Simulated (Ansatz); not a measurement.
Question: Bi (diamond, Fd-3m) is relaxed with r²SCAN (plane waves, PAW; program Ansatz). What lattice parameters of the conventional cell result?

Answer: a = 7.235 Å.

The start of the workflow was typed in or built on a structure type; neither database checked (COD, Materials Project) lists it. It is not the phase usual at ambient conditions (space group No. 166). The r²SCAN relaxation kept the symmetry of its start. At this level the phase is mechanically unstable. Spin–orbit coupling is left out wherever it is not named.

Potentials: the earlier of the program's two PAW sets.
